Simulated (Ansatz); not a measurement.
A 12-atom cell of ZrSi3O8 built on tetragonal HfO2 (no longer in that coordination), 12 atoms and 72 valence electrons in a cell of about 116 Å³, was run 10 times in Ansatz 0.2.0, each time on 1 × NVIDIA H100 80GB HBM3 with 2 threads of AMD EPYC 7R13 Processor (Zen 3), on a shared host. The times are single readings and vary with the host's load.

```csv
run,k mesh,irreducible k,cutoff (eV),plane waves,bands,SCF iterations,wall time,peak host memory (GiB)
"relaxation, PBE",8×4×6,60,420,2541,48,351,2.1 min,1.3
"relaxation, r2SCAN",6×4×4,36,500,2997,48,85,60 s,1.3
"bands, PBE",8×4×4,45,420,2251,43,8,9.8 s,1.2
"single point, r2SCAN",8×4×4,45,500,2997,43,8,8.2 s,1.2
"single point, HSE06",4×4×4,27,420,2251,43,17,60 s,3.2
"single point, PBE+SOC",8×4×4,45,420,2251,86,12,16 s,1.2
"field response, r2SCAN",6×4×4,52,500,2997,48,16,64 s,3
"relaxation, PBEsol",6×4×4,36,420,2279,48,142,46 s,1.2
"Γ phonons, PBEsol",6×4×4,52,420,2279,48,17,58 s,2.6
"single point, PBE0",4×4×4,27,420,2251,43,19,60 s,3.1
```

The slowest run (relaxation, PBE) took about 16 times as long as the quickest (single point, r2SCAN).

Only the levels marked +SOC include spin-orbit coupling.
